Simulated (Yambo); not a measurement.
# KF: sweep of GW parameters

G0W0@PBEsol for KF (rock salt, space group Fm-3m, No. 225) in Yambo. Reference settings: 4×4×4 Γ-centred k mesh, 140 bands and a 14 Ry block in the screening, 140 bands in G with the Bruneval-Gonze terminator, plasmon pole fitted at 27.2 eV. The PBEsol gap Γ → Γ on this mesh is 6.18 eV; G0W0 gaps are taken between the same points.

| change from the reference | G0W0 gap Γ → Γ (eV) | shift of the valence edge (eV) | rough Yambo cost |
|---|---|---|---|
| reference settings | 10.02 | -2.71 | 1 |
| 46 bands in W, 46 bands in G | 10.03 | -2.61 | about 1/3 |
| 86 bands in W, 86 bands in G | 10.01 | -2.67 | within a factor of two |
| 46 bands in G | 10.09 | -2.79 | – |
| 86 bands in G | 10.04 | -2.73 | – |
| 59 bands in W | 10.00 | -2.62 | within a factor of two |
| 2 Ry block | 10.17 | -3.03 | about 1/2 |
| 6 Ry block | 9.92 | -2.68 | about 1/2 |
| 11 Ry block | 9.99 | -2.68 | within a factor of two |
| pole fitted at 40 eV | 10.05 | -2.76 | – |
| no random integration | 9.85 | -2.43 | – |
| 46 bands in G, no terminator | 9.59 | -2.11 | – |
| 86 bands in G, no terminator | 9.76 | -2.37 | – |
| no terminator | 9.87 | -2.52 | – |

The reference isn't shown to be the converged limit. Costs are rough (shared machines), scaled to the same edge states, and given only for runs that recompute the screening.

Geometry relaxed with PBEsol; primitive cell a = b = c = 3.7490 Å, α = β = γ = 60.00°.

A shift is the quasiparticle energy of the state minus its PBEsol energy.
